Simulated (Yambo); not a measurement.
G0W0@PBEsol for CsVN₂ (space group Fd-3m, No. 227) in Yambo. Reference settings: 2×2×2 Γ-centred k mesh, bands 3 to 214 and a 7 Ry block in the screening, 214 bands in G with the Bruneval-Gonze terminator, plasmon pole fitted at 27.2 eV. The PBEsol gap L → Γ on this mesh is 0.56 eV; G0W0 gaps are taken between the same points.

Gap (L → Γ) in eV against the number of bands and the screening block, terminator on:

```csv
bands (W and G),2 Ry,3 Ry,4 Ry,6 Ry,7 Ry
58,1.639,1.514,1.308,1.238,1.228
84,1.615,1.485,1.278,1.205,1.197
122,1.633,1.507,1.315,1.260,1.259
167,1.656,1.532,1.357,1.310,1.314
214,1.659,1.539,1.366,1.320,1.326
```

Rough cost of the Yambo step against the reference (shared machines):

```tsv
bands (W and G)	2 Ry	3 Ry	4 Ry	6 Ry	7 Ry
58	1/5	1/5	1/5	1/4	1/4
84	1/4	1/4	1/4	1/3	1/2
122	1/3	1/3	1/3	~1	1/2
167	1/2	~1	1/2	~1	~1
214	~1	~1	~1	~1	1
```

At the largest block the last step in bands moves the gap by 0.012 eV; at the most bands the last step in the block moves it by 0.006 eV.

The 3d shell has no Hubbard U; the runs are without spin polarisation, and magnetic order was not tried.

Geometry of the Materials Project entry, not relaxed at this level; primitive cell a = 5.900 Å, b = 5.900 Å, c = 5.900 Å, α = 60.00°, β = 60.00°, γ = 60.00°.

The structure is a Materials Project entry; no match was found in the copy of COD used, and its stability was not checked.
